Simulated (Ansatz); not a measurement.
A geometry of AlNi away from equilibrium: the start of the relaxation of a relaxed AlNi cell displaced along its unstable phonon at q = (½, ½, 0) of its primitive reciprocal cell (101i cm⁻¹), largest move 0.15 Å. The numbers are results of PBE (plane waves to 420 eV, PAW, scalar-relativistic; Ansatz, a program for electronic structure), not measurements. Γ-centred k-mesh 10×10×6 on the run's cell (coarser than for final values), Fermi–Dirac smearing 0.05 eV.

```xyz
8
Lattice="6.2345 0.0000 0.0000 3.1172 3.1172 0.0000 0.0000 0.0000 5.2315" Properties=species:S:1:pos:R:3 pbc="T T T"
Al     1.4167     0.0115     3.4516
Al     4.8178    -0.0115     3.4516
Al     6.2229     1.7005     1.7799
Al     3.1288     1.4167     1.7799
Ni     1.4091     0.0122     0.7584
Ni     4.8254    -0.0122     0.7584
Ni     6.2223     1.7081     4.4731
Ni     3.1294     1.4091     4.4731
```

**Question.** Which atoms carry the largest force, and which way does it point?

**Answer.** 0.17 eV/Å, on Ni5, Ni6, Ni7, Ni8 (atoms numbered as listed); on Ni5 its components are (-0.17, 0.02, -0.01).

**Question.** What is the pressure?

**Answer.** -0.5 GPa, compression positive.

No spin polarisation in the result. A magnetic state may lie lower.

The run could not lose the symmetry of its start, so the end can be a saddle point.

The end of the path is a generated cell of AlNi: the first start was made by placing the elements on the sites of a structure type, and the end was not matched to a known phase here, so it may be hypothetical. Known forms of AlNi include space group No. 221.
